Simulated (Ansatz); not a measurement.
Cu$_{2}$O (anti-fluorite, Fm-3m) under volume change, plane-wave PAW r²SCAN (Ansatz code), scaled uniformly.

| V (Å³/atom) | E − E(relaxed) (meV/atom) | P (GPa) |
|---|---|---|
| 10.012 | ___ | ___ |
| 10.342 | 19.3 | 9.89 |
| 10.672 | 4.6 | 4.53 |
| 11.002 | 0.0 | 0.02 |
| 11.332 | 4.0 | -3.79 |
| 11.662 | ___ | ___ |
| 11.992 | 32.5 | -9.71 |

What belongs in the gaps?


- 10.012, E − E(relaxed) (meV/atom): 46.0
- 10.012, P (GPa): 16.24
- 11.662, E − E(relaxed) (meV/atom): 15.2
- 11.662, P (GPa): -7.00

What does a third-order Birch–Murnaghan fit give for V₀, B₀ and B′?

V₀ = 11.00 Å³/atom, B₀ = 138 GPa, B′ = 4.7.

The start of the workflow was typed in or built on a structure type; neither database checked (COD, Materials Project) lists it. It is not the phase usual at ambient conditions (space group No. 224). Symmetry was held in the r²SCAN relaxation; its stability against distortions is not shown here. The workflow began spin-polarised and lost its moments. The volume moved by 30 % from the start of the relaxation. No Hubbard U is applied.

Potentials: the earlier of the program's two PAW sets.
